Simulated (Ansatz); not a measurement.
Input and output of a field-response calculation (clamped ions) on BaHfO3 built on the cubic perovskite prototype (the PAW code Ansatz, r2SCAN). The cell was relaxed with r2SCAN and then strained, so it isn't that functional's minimum.

The input:
```yaml
crystal:
  lattice:
    - [4.1770587708, 0.0, 0.0]
    - [0.0, 4.1770587708, 0.0]
    - [0.0, 0.0, 4.1770587708]
  atoms:
    - { symbol: Ba, position: [0.0, 0.0, 0.0] }
    - { symbol: Hf, position: [0.5, 0.5, 0.5] }
    - { symbol: O, position: [0.5, 0.5, 0.0] }
    - { symbol: O, position: [0.5, 0.0, 0.5] }
    - { symbol: O, position: [0.0, 0.5, 0.5] }
kpoints:
  mp_grid: { grid: [6, 6, 6] }
hamiltonian:
  xc: r2scan
scf:
  occupations: { method: fixed }
dielectric: {}
```

**Question.** What wall time did it need on 1 × NVIDIA H100 80GB HBM3 with 2 threads of AMD EPYC 7R13 Processor (Zen 3), on a shared host, load about 0.7 per core, and what peak of host memory did it reach?

**Answer.** About 57 s, with a peak of 2 GiB.

What the program printed (shortened):
```
Pseudopotential: Ba, paw, valence charge 10, recommended cutoff 500 eV (meta_gga)
Pseudopotential: Hf, paw, valence charge 26, recommended cutoff 500 eV (meta_gga)
Pseudopotential: O, paw, valence charge 6, recommended cutoff 500 eV (meta_gga)
Functional definition: r2SCAN
Crystal: 5 atoms, lattice volume = 72.881 Å³
Basis set: ecut = 500 eV, 1863 PW (Γ)
Bands: 33, of which v1, the nominal top of the filled ones, is band 27 counted from 1 (26 counted from 0)
Symmetry: 48 space group operations
k-points: 40 of 216 (irreducible under 8 space group operations, time reversal used)
SCF 1 converged in 9 iterations: F = -23413.739914 eV  dr2 = 4.59e-11
SCF 1 converged in 4 iterations: F = -23413.702646 eV  dr2 = 1.63e-8
SCF converged after 9 iterations
Free energy (F): -23413.739914 eV
Fermi energy:    11.203274 eV
--- Dielectric response (ions clamped): 3 representative field directions + reference, inside a basis on a mesh of 216 k-points ---
  ε∞ (high-frequency dielectric tensor):
        4.335325     0.000000     0.000000
        0.000000     4.335325     0.000000
        0.000000     0.000000     4.335325
  Born effective charges Z* (e; rows j = field, columns β = displacement):
    site 0:
         2.73157    0.00000    0.00000
         0.00000    2.73157    0.00000
         0.00000    0.00000    2.73157
    site 1:
         5.76091    0.00000    0.00000
         0.00000    5.76091    0.00000
         0.00000    0.00000    5.76091
    site 2:
        -1.99655    0.00000    0.00000
         0.00000   -1.99655    0.00000
         0.00000    0.00000   -4.49938
    site 3:
        -1.99655    0.00000    0.00000
         0.00000   -4.49938    0.00000
         0.00000    0.00000   -1.99655
    site 4:
        -4.49938    0.00000    0.00000
         0.00000   -1.99655    0.00000
         0.00000    0.00000   -1.99655
  ε∞ is read to err by 1.3e-2, Z* by 2.9e-2 e
```

The clamped-ion dielectric constant comes out as 4.34 in all directions. Born charges, averaged over directions: Ba +2.73, Hf +5.76, O -2.83 e. The program notes that the ground state's band table doesn't vouch for all the bands that the response reads.

Spin-unpolarised throughout; all numbers are computed.
